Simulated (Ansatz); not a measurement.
**ReO3-type ReF3**

The computed numbers are results of PBEsol, scalar-relativistic (collinear spin) in the plane-wave PAW code Ansatz at 420 eV, Γ-centred 8×8×8 mesh, 0.05 eV Gaussian smearing; PAW files: Ansatz's generated set soft_2.

```
Re F
1.0
     4.02097    0.00000    0.00000
     0.00000    4.02097    0.00000
     0.00000    0.00000    4.02097
Re F
1 3
Cartesian
  0.0000 0.0000 0.0000
  2.0105 0.0000 0.0000
  0.0000 0.0000 2.0105
  0.0000 2.0105 0.0000
```

The start was a prototype's sites filled with these elements, not a measured cell. The ideal cubic cell shuts out tilts of the octahedra, which such structures often take.

Magnetic state: ferromagnetic, site spin moments Re 0.97; F 0.09 μB.

The cell above was scaled in volume, its shape and atoms being fixed by the lattice's symmetry. Energies are counted from the cell above.

The cell is relaxed to zero pressure at this level.

```csv
V (Å³/atom),ΔE (meV/atom),P (GPa),largest moment (μB)
15.60,10.4,3.1,0.38
15.93,?,?,?
16.25,0.0,0.0,0.97
16.58,2.2,-2.2,1.01
16.90,8.7,-4.2,1.04
```

(1) Fill in the withheld row.

(2) Can a bulk modulus be trusted from these points?

Answers:

(1) ΔE (meV/atom): 2.4, P (GPa): 2.5, largest moment (μB): 0.94.

(2) No. The site moments jump between neighbouring points, so the points belong to different magnetic states and not to one curve.

The moment grows with the volume: wider spacing narrows the bands, and exchange then polarises them more fully.

No spin–orbit coupling, a notable omission for heavy elements. The run wasn't fully tested for a lower electronic state. Site moments are of spin, integrated over atomic spheres. Only parallel moments were tried, so the real magnetic order may be another. The run is a metal.
